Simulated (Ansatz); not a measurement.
Consider the following.

Na₂PdC₂:
```yaml
crystal:
  lattice:
    - [4.45266, 0.00000, 0.00000]
    - [-2.22633, 3.85612, 0.00000]
    - [0.00000, 0.00000, 5.21586]
  atoms:
    - { symbol: Na, position: [0.33333, 0.66667, 0.71976] }
    - { symbol: Na, position: [0.66667, 0.33333, 0.28024] }
    - { symbol: Pd, position: [0.00000, 0.00000, 0.00000] }
    - { symbol: C, position: [0.00000, 0.00000, 0.62148] }
    - { symbol: C, position: [0.00000, 0.00000, 0.37852] }
```

This is the PBEsol-relaxed structure. x, y and z are the axes in which the lattice vectors are written.

All from PBEsol in the plane-wave PAW code Ansatz, unless another level is named. Estimate the bulk modulus (Birch–Murnaghan fit).

33.3 GPa.

Predict the elastic constants (relaxed ions, GPa).

C11 = 47.2, C12 = 20.7, C13 = 16.2, C14 = 6.2, C33 = 379, C44 = 9.3.

Space group P-3m1. The first step of the workflow began from a Materials Project structure, measured or hypothetical; the Crystallography Open Database copy checked does not list it. Its standing as an ambient phase is unchecked. Symmetry was held in the PBEsol relaxation; its stability against distortions is not shown here. No spin polarisation was allowed.

Potentials: the later of the program's two PAW sets.
